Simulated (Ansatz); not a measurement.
A trial cell of SrB, before relaxation:

```xyz
4
Lattice="3.8461 0.0000 0.0000 0.0000 3.8461 0.0000 0.0000 0.0000 4.9285" Properties=species:S:1:pos:R:3 pbc="T T T"
Sr    0.0000    1.9231    1.1600
Sr    1.9231    0.0000    3.7685
B     1.9231    1.9231    0.0000
B     0.0000    0.0000    0.0000
```

All numbers below come from DFT PBE, scalar-relativistic, plane waves, PAW in Ansatz 0.2.0. Cutoff 420 eV, Gaussian smearing, Γ-centred meshes. Cell and atoms relax first on a coarse mesh and then on a finer one. In between, the cell is made exact in the group found at 0.06 Å. In metals the finer mesh still leaves noise of several meV/atom or more. The steps can't lower the symmetry of their start. No spin polarisation.

A guess keeps its type if space group and coordination stay and the shape of the cell changes little (axis ratios within about 15 %, angles within 6°); the volume may change.

Question: Will the relaxed cell still be of the starting type?

Answer: It doesn't keep its type. The symmetry goes from P4/nmm (No. 129) to Pm-3m (No. 221), and the primitive cell from 4 to 2 atoms. The end has the caesium chloride type. The volume per atom grows by 17.7 %, from 18.2 to 21.5 Å³. The shortest distance goes from 2.25 Å (Sr–B) to 3.03 Å (Sr–B). Counting neighbours within 15 % of an atom's shortest distance, the start has B 4, Sr 4 and the end B 8, Sr 8. In detail, at the end Sr has 8 B at 3.03 Å and 6 Sr at 3.50 Å; around B lie 8 Sr at 3.03 Å and 6 B at 3.50 Å.

```cif
data_structure
_symmetry_space_group_name_H-M 'Pm-3m'
_symmetry_Int_Tables_number 221
_cell_length_a 3.5010
_cell_length_b 3.5010
_cell_length_c 3.5010
_cell_angle_alpha 90.000
_cell_angle_beta 90.000
_cell_angle_gamma 90.000
_cell_volume 42.91
loop_
_atom_site_label
_atom_site_type_symbol
_atom_site_symmetry_multiplicity
_atom_site_Wyckoff_symbol
_atom_site_fract_x
_atom_site_fract_y
_atom_site_fract_z
_atom_site_occupancy
Sr1 Sr 1 b 0.50000 0.50000 0.50000 1
B1 B 1 a 0.00000 0.00000 0.00000 1
```

The zero of energy is the elements' standard structures at the same level; no fitted shifts are applied.

Question: At what energy does it end?

Answer: +0.93 eV/atom. A positive value: parting into the elements would lower its energy.

The last run used a 16×16×16 mesh for its 2-atom cell and Gaussian smearing of 0.10 eV. The cell is a metal run without spin; a magnetic state may lie lower. Symmetry constrained the relaxation, so the result can be a saddle point.
